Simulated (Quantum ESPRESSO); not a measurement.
Inputs of pw.x and gipaw.x (a modified build of Quantum ESPRESSO, PBE) for Ag$_{4}$Cl$_{3}$F; the starting potential comes from an earlier run on another mesh:

```
&CONTROL
  calculation = 'scf'
  prefix = 'x'
  pseudo_dir = './pseudo'
  outdir = './out'
  tprnfor = .true.
/
&SYSTEM
  ibrav = 0
  nat = 8
  ntyp = 3
  ecutwfc = 50
  ecutrho = 200
  occupations = 'fixed'
  nbnd = 36
/
&ELECTRONS
  conv_thr = 1e-11
  startingpot = 'file'
/
ATOMIC_SPECIES
Ag 107.868 Ag.GGA_PBE-JTH.UPF
F 18.998 F.GGA_PBE-JTH.UPF
Cl 35.450 Cl.GGA_PBE-JTH.UPF
CELL_PARAMETERS angstrom
    5.479808965000     0.000000000000     0.000000000000
    0.000000000000     5.479808965000     0.000000000000
    0.000000000000     0.000000000000     5.479808965000
ATOMIC_POSITIONS crystal
Ag     0.000000000000     0.000000000000     0.000000000000
F      0.500000000000     0.000000000000     0.000000000000
Ag     0.000000000000     0.500000000000     0.500000000000
Cl     0.500000000000     0.500000000000     0.500000000000
Ag     0.500000000000     0.000000000000     0.500000000000
Cl     0.000000000000     0.000000000000     0.500000000000
Ag     0.500000000000     0.500000000000     0.000000000000
Cl     0.000000000000     0.500000000000     0.000000000000
K_POINTS automatic
5 5 5 1 1 1
```

```
&INPUTGIPAW
  job = 'nmr'
  prefix = 'x'
  tmp_dir = './out/'
  restart_mode = 'from_scratch'
  pawproj(1) = .true.
  pawproj(2) = .true.
  pawproj(3) = .true.
  use_nmr_macroscopic_shape = .false.
/
```

The cell was made here from a computed Materials Project entry: one of 4 Cl replaced by F, cell and atoms relaxed (PBE without dispersion, pw.x of Quantum ESPRESSO, symmetry kept). The parent is AgCl in Fm-3m. The swapped cell is a model, not a known phase. Stability against distortions was not tested. The run has no spin polarisation.

Problem. What does gipaw.x print for the total shieldings?

Solution. 
```
     f-sum rule (should be   -55.4998):
           -55.5012          0.0000          0.0000
             0.0000        -55.5012          0.0000
             0.0000          0.0000        -55.5012

     Total NMR chemical shifts in ppm: ---------------------------------------
     (adopting the Simpson convention for anisotropy and asymmetry)-----------

     Atom  1  Ag  pos: (  0.000000  0.000000  0.000000)  Total sigma:        3523.25
          3291.5083         -0.0000          0.0000
             0.0000       3639.1168          0.0000
            -0.0000         -0.0000       3639.1168

     Ag      1    anisotropy:   -347.61    eta:    0.0000

     Atom  2  F   pos: (  0.500000  0.000000  0.000000)  Total sigma:         233.04
           233.0428          0.0000         -0.0000
             0.0000        233.0428          0.0000
            -0.0000          0.0000        233.0428

     F       2    anisotropy:     -0.00    eta:    0.0000

     Atom  3  Ag  pos: (  0.000000  0.500000  0.500000)  Total sigma:        3298.40
          3298.4010         -0.0000         -0.0000
             0.0000       3298.4010          0.0000
            -0.0000          0.0000       3298.4010

     Ag      3    anisotropy:     -0.00    eta:    0.0000

     Atom  4  Cl  pos: (  0.500000  0.500000  0.500000)  Total sigma:         982.01
          1105.0556          0.0000          0.0000
             0.0000        920.4889          0.0000
            -0.0000          0.0000        920.4889

     Cl      4    anisotropy:    184.57    eta:    0.0000

     Atom  5  Ag  pos: (  0.500000  0.000000  0.500000)  Total sigma:        3523.25
          3639.1168         -0.0000          0.0000
             0.0000       3639.1168         -0.0000
            -0.0000         -0.0000       3291.5083

     Ag      5    anisotropy:   -347.61    eta:    0.0000

     Atom  6  Cl  pos: (  0.000000  0.000000  0.500000)  Total sigma:         982.01
           920.4889          0.0000          0.0000
             0.0000       1105.0556         -0.0000
            -0.0000          0.0000        920.4889

     Cl      6    anisotropy:    184.57    eta:    0.0000

     Atom  7  Ag  pos: (  0.500000  0.500000  0.000000)  Total sigma:        3523.25
          3639.1168         -0.0000          0.0000
             0.0000       3291.5083          0.0000
            -0.0000         -0.0000       3639.1168

     Ag      7    anisotropy:   -347.61    eta:    0.0000

     Atom  8  Cl  pos: (  0.000000  0.500000  0.000000)  Total sigma:         982.01
           920.4889         -0.0000         -0.0000
             0.0000        920.4889         -0.0000
            -0.0000         -0.0000       1105.0556

     Cl      8    anisotropy:    184.57    eta:    0.0000
```
The printed anisotropy is 3/2 (σ_33 − σ_iso) in the program's own order; the axes are left out here. Anisotropies that symmetry doesn't fix are less certain than the isotropic values. Shieldings are absolute and leave out the bulk-susceptibility term; a larger σ means a smaller chemical shift. In our sweeps, cutoffs and meshes of this size left a few ppm, and up to some 20 ppm on atoms from Zn on. No spin–orbit coupling; Ag is the heaviest element present. The datasets of Cl hold no d projectors, which limits absolute σ on these atoms. The band gap at this level is small, which makes the paramagnetic part of σ large and sensitive to the functional.
